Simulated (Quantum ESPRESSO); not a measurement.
Simulation results for Ga₄AsN₃ (made-up cell)

Computed with Quantum ESPRESSO 7.5. Calculation on a made-up crystal cell, not a measurement: periodic Kohn-Sham density functional theory in plane waves with PseudoDojo standard norm-conserving scalar-relativistic pseudopotentials, each functional with its own files (v0.5 for PBE, v0.4.1 for LDA and PBEsol), no spin polarisation, no spin-orbit coupling, atoms not relaxed, stress positive in tension, energies less a fixed whole-eV offset for each atom's element; levels are Kohn-Sham levels at fractions of this cell's reciprocal vectors, counted from the reference band (half the neutral cell's valence electrons, rounded up) at Gamma; error bars cover cutoff and k-mesh only, not smearing or the files; added strain carries the atoms with the cell, and shear is the tensor component; each bar is the largest change over components, and at least 0.002 eV, 0.002 eV per angstrom or 0.02 GPa; energies are for the whole cell, and the offsets were chosen from early runs and are not element reference energies.

Common to all runs: lattice type wurtzite; functional pbe; cutoff 1143 eV; fermi dirac smearing 0.025 eV; scf tolerance 1e-07 eV; electrons removed 0; k mesh 5 x 4 x 4, shifted by half a step.

```yaml
- entry: 1
  formula: Ga4AsN3
  kind: "made-up cell"
  structure:
    cell_angstrom:
      - [3.3358, -0.009, 0.059]
      - [-0.0157, 5.8219, 0.0221]
      - [0.0963, 0.0208, 5.4528]
    atoms_fractional:
      - [Ga, -0.00486, -0.0055, -0.00194]
      - [Ga, 0.49305, 0.49652, -0.00331]
      - [Ga, 0.50921, 0.16873, 0.50604]
      - [Ga, 0.00538, 0.68412, 0.49722]
      - ["N", 0.02277, -0.01516, 0.36363]
      - ["N", 0.489, 0.49612, 0.36315]
      - [As, 0.50189, 0.16673, 0.88184]
      - ["N", -0.04732, 0.66836, 0.87675]
  given:
    atom_site: [1, 2, 3, 4, 5, 6, 7, 8]
    "atom_energy_offset [eV]": [-2080, -2080, -2080, -2080, -283, -283, -2887, -283]
  results:
    "free_energy_less_offsets [eV]": 1.682
    "smearing_term_minus_ts [eV]": 0.0
    scf_iterations: 12
    "pressure [GPa]": 22.48
    "stress_xx [GPa]": -22.26
    "stress_yy [GPa]": -23.76
    "stress_zz [GPa]": -21.42
    "stress_yz [GPa]": 1.312
    "stress_xz [GPa]": 2.61
    "stress_xy [GPa]": -1.689
    force_site: [1, 2, 3, 4, 5, 6, 7, 8]
    "force_x [eV/angstrom]": [-0.2637, -0.9405, -0.03454, -0.3204, -0.3213, 0.2157, 0.2302, 1.435]
    "force_y [eV/angstrom]": [-7.086, 7.41, -0.002853, -1.977, 1.561, 0.3237, -0.5881, 0.3587]
    "force_z [eV/angstrom]": [4.432, 2.714, -7.839, 0.03937, 0.5447, 0.8699, -0.201, -0.5601]
    reference_band: 41
    level_k_point: [Gamma, "(1/2,1/2,1/2)", "(0.15,0,0)", "(0,0.15,0)", "(0,0,0.15)"]
    "next_band_up [eV]": [0.9513, 2.075, 2.047, 1.422, 1.579]
    "error_bar_energy [eV]": 0.01906
    "error_bar_stress [GPa]": 0.1923
    "error_bar_force [eV/angstrom]": 0.004611
    "error_bar_next_band_up [eV]": 0.002
    error_bars_from: "tighter rerun of this cell"
- entry: 2
  formula: Ga4AsN3
  kind: "made-up cell"
  structure:
    cell_angstrom:
      - [3.3358, -0.009, 0.059]
      - [-0.0157, 5.8219, 0.0221]
      - [0.0963, 0.0208, 5.4528]
    atoms_fractional:
      - [Ga, -0.00486, -0.0055, -0.00194]
      - [Ga, 0.49305, 0.49652, -0.00331]
      - [Ga, 0.50921, 0.16873, 0.50604]
      - [Ga, 0.00538, 0.68412, 0.49722]
      - ["N", 0.02277, -0.01516, 0.36363]
      - ["N", 0.489, 0.49612, 0.36315]
      - [As, 0.50189, 0.16673, 0.88184]
      - ["N", -0.03268, 0.66839, 0.87659]
  given:
    atom_site: [1, 2, 3, 4, 5, 6, 7, 8]
    "atom_energy_offset [eV]": [-2080, -2080, -2080, -2080, -283, -283, -2887, -283]
  results:
    "free_energy_less_offsets [eV]": 1.624
    "smearing_term_minus_ts [eV]": 0.0
    scf_iterations: 12
    "pressure [GPa]": 22.24
    "stress_xx [GPa]": -21.81
    "stress_yy [GPa]": -23.54
    "stress_zz [GPa]": -21.35
    "stress_yz [GPa]": 1.116
    "stress_xz [GPa]": 2.457
    "stress_xy [GPa]": -1.34
    force_site: [1, 2, 3, 4, 5, 6, 7, 8]
    "force_x [eV/angstrom]": [-0.2172, -0.6326, -0.03297, -0.2539, -0.3328, 0.2455, 0.2777, 0.9461]
    "force_y [eV/angstrom]": [-7.065, 7.586, -0.005214, -1.971, 1.563, 0.3265, -0.5885, 0.154]
    "force_z [eV/angstrom]": [4.431, 2.608, -7.839, 0.02898, 0.5425, 0.8625, -0.2001, -0.434]
    reference_band: 41
    level_k_point: [Gamma, "(1/2,1/2,1/2)", "(0.15,0,0)", "(0,0.15,0)", "(0,0,0.15)"]
    "next_band_up [eV]": [0.9429, 2.076, 2.038, 1.414, 1.571]
    "error_bar_energy [eV]": 0.01906
    "error_bar_stress [GPa]": 0.1923
    "error_bar_force [eV/angstrom]": 0.004611
    "error_bar_next_band_up [eV]": 0.002
    error_bars_from: "tighter rerun of a related cell"
- entry: 3
  formula: Ga4AsN3
  kind: "made-up cell"
  structure:
    cell_angstrom:
      - [3.3358, -0.009, 0.059]
      - [-0.0157, 5.8219, 0.0221]
      - [0.0963, 0.0208, 5.4528]
    atoms_fractional:
      - [Ga, -0.00486, -0.0055, -0.00194]
      - [Ga, 0.49305, 0.49652, -0.00331]
      - [Ga, 0.50921, 0.16873, 0.50604]
      - [Ga, 0.00538, 0.68412, 0.49722]
      - ["N", 0.02277, -0.01516, 0.36363]
      - ["N", 0.489, 0.49612, 0.36315]
      - [As, 0.50189, 0.16673, 0.88184]
      - ["N", -0.02435, 0.6684, 0.8765]
  given:
    atom_site: [1, 2, 3, 4, 5, 6, 7, 8]
    "atom_energy_offset [eV]": [-2080, -2080, -2080, -2080, -283, -283, -2887, -283]
  results:
    "free_energy_less_offsets [eV]": 1.602
    "smearing_term_minus_ts [eV]": 0.0
    scf_iterations: 12
    "pressure [GPa]": 22.13
    "stress_xx [GPa]": -21.62
    "stress_yy [GPa]": -23.45
    "stress_zz [GPa]": -21.33
    "stress_yz [GPa]": 1.032
    "stress_xz [GPa]": 2.379
    "stress_xy [GPa]": -1.16
    force_site: [1, 2, 3, 4, 5, 6, 7, 8]
    "force_x [eV/angstrom]": [-0.191, -0.4682, -0.03213, -0.216, -0.3394, 0.2623, 0.3046, 0.6799]
    "force_y [eV/angstrom]": [-7.056, 7.657, -0.006448, -1.968, 1.564, 0.3274, -0.5886, 0.07155]
    "force_z [eV/angstrom]": [4.431, 2.564, -7.838, 0.02496, 0.5419, 0.8584, -0.1995, -0.3825]
    reference_band: 41
    level_k_point: [Gamma, "(1/2,1/2,1/2)", "(0.15,0,0)", "(0,0.15,0)", "(0,0,0.15)"]
    "next_band_up [eV]": [0.9394, 2.076, 2.034, 1.41, 1.567]
    "error_bar_energy [eV]": 0.01906
    "error_bar_stress [GPa]": 0.1923
    "error_bar_force [eV/angstrom]": 0.004611
    "error_bar_next_band_up [eV]": 0.002
    error_bars_from: "tighter rerun of a related cell"
- entry: 4
  formula: Ga4AsN3
  kind: "made-up cell"
  structure:
    cell_angstrom:
      - [3.3358, -0.009, 0.059]
      - [-0.0157, 5.8219, 0.0221]
      - [0.0963, 0.0208, 5.4528]
    atoms_fractional:
      - [Ga, -0.00486, -0.0055, -0.00194]
      - [Ga, 0.49305, 0.49652, -0.00331]
      - [Ga, 0.50921, 0.16873, 0.50604]
      - [Ga, 0.00538, 0.68412, 0.49722]
      - ["N", 0.02277, -0.01516, 0.36363]
      - ["N", 0.489, 0.49612, 0.36315]
      - [As, 0.50189, 0.16673, 0.88184]
      - ["N", 0.00603, 0.66845, 0.87617]
  given:
    atom_site: [1, 2, 3, 4, 5, 6, 7, 8]
    "atom_energy_offset [eV]": [-2080, -2080, -2080, -2080, -283, -283, -2887, -283]
  results:
    "free_energy_less_offsets [eV]": 1.58
    "smearing_term_minus_ts [eV]": 0.0
    scf_iterations: 12
    "pressure [GPa]": 21.99
    "stress_xx [GPa]": -21.33
    "stress_yy [GPa]": -23.32
    "stress_zz [GPa]": -21.31
    "stress_yz [GPa]": 0.8829
    "stress_xz [GPa]": 2.123
    "stress_xy [GPa]": -0.5735
    force_site: [1, 2, 3, 4, 5, 6, 7, 8]
    "force_x [eV/angstrom]": [-0.0962, 0.09204, -0.0292, -0.07891, -0.364, 0.3226, 0.4016, -0.2479]
    "force_y [eV/angstrom]": [-7.05, 7.749, -0.009686, -1.964, 1.566, 0.3266, -0.5872, -0.03013]
    "force_z [eV/angstrom]": [4.429, 2.507, -7.837, 0.02296, 0.5441, 0.8436, -0.1965, -0.3142]
    reference_band: 41
    level_k_point: [Gamma, "(1/2,1/2,1/2)", "(0.15,0,0)", "(0,0.15,0)", "(0,0,0.15)"]
    "next_band_up [eV]": [0.9347, 2.079, 2.024, 1.405, 1.562]
    "error_bar_energy [eV]": 0.01906
    "error_bar_stress [GPa]": 0.1923
    "error_bar_force [eV/angstrom]": 0.004611
    "error_bar_next_band_up [eV]": 0.002
    error_bars_from: "tighter rerun of a related cell"
```
